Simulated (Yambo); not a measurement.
Yambo run on SiO2 (space group Ama2, No. 40). The wavefunctions are PBEsol (Quantum ESPRESSO, PseudoDojo norm-conserving, 84 Ry, no spin-orbit coupling) ones on a 1×2×2 mesh (32 occupied bands); a = 8.2771 Å, b = 5.0551 Å, c = 5.0551 Å, α = 121.21°, β = 90.00°, γ = 90.00°.

Yambo input:

```
rim_cut
HF_and_locXC
RandQpts= 1000000
RandGvec= 1 Ry
EXXRLvcs= 84 Ry
VXCRLvcs= 336 Ry
% QPkrange
 1 | 1 | 32 | 33 |
 2 | 2 | 32 | 33 |
 3 | 3 | 32 | 33 |
%
```

k points by index: 1 = Γ, 2 = (0, 0, -0.5), 3 = (0, -0.5, -0.5).

Table of the .hf output:

```
#    K-point    Band    Eo [eV]    Ehf [eV]    Vxc [eV]    Vnlxc [eV]
#
    1    32    0.000000    -5.863942    -19.72275    -25.58669
    1    33    5.814061    9.953263    -9.445091    -5.305889
    2    32    -0.136221    -6.018633    -19.58446    -25.46688
    2    33    8.019454    12.94953    -11.47764    -6.547562
    3    32    -0.073830    -5.940518    -19.62912    -25.49581
    3    33    8.048142    13.02076    -11.70298    -6.730365
```
Exchange alone, without screening.

Geometry of the Materials Project entry, not relaxed at this level.

This is not the ordinary phase of the substance; no match was found in the copy of COD used, and its stability was not checked.
